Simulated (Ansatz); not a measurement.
Problem. Each is relaxed and computed with PBE (plane waves, PAW; program Ansatz). Which is the only metal?
(A) SiO2, rutile
(B) SiC, zinc blende
(C) SiSe2, Ibam (Se on 8j, Si on 4a)
(D) VSi, I4_1md (V on 4a, Si on 4a)

Solution. D, VSi, I4_1md (V on 4a, Si on 4a). VSi: metal; SiSe2: gap 2.21 eV (indirect); SiC: gap 1.37 eV (indirect); SiO2: gap 5.04 eV (direct). Spin orders computed, not proven ground states: VSi, I4_1md (V on 4a, Si on 4a) ferromagnetic. Constructed cells (a structure type filled with these elements, in neither database checked): VSi, I4_1md (V on 4a, Si on 4a). Not the usual ambient phase: SiO2, rutile. Relaxed far from the usual cell of the phase: SiSe2, Ibam (Se on 8j, Si on 4a). Weakly bound layers, chains or molecules computed without a dispersion correction, so cells and soft constants are ill determined: SiSe2, Ibam (Se on 8j, Si on 4a). All cells were relaxed under the symmetry of their starts (and spin orders); stability against distortions was not tested throughout. Scalar-relativistic: spin–orbit coupling is off unless named, which matters more the heavier the elements.

Potentials: the later of the program's two PAW sets.
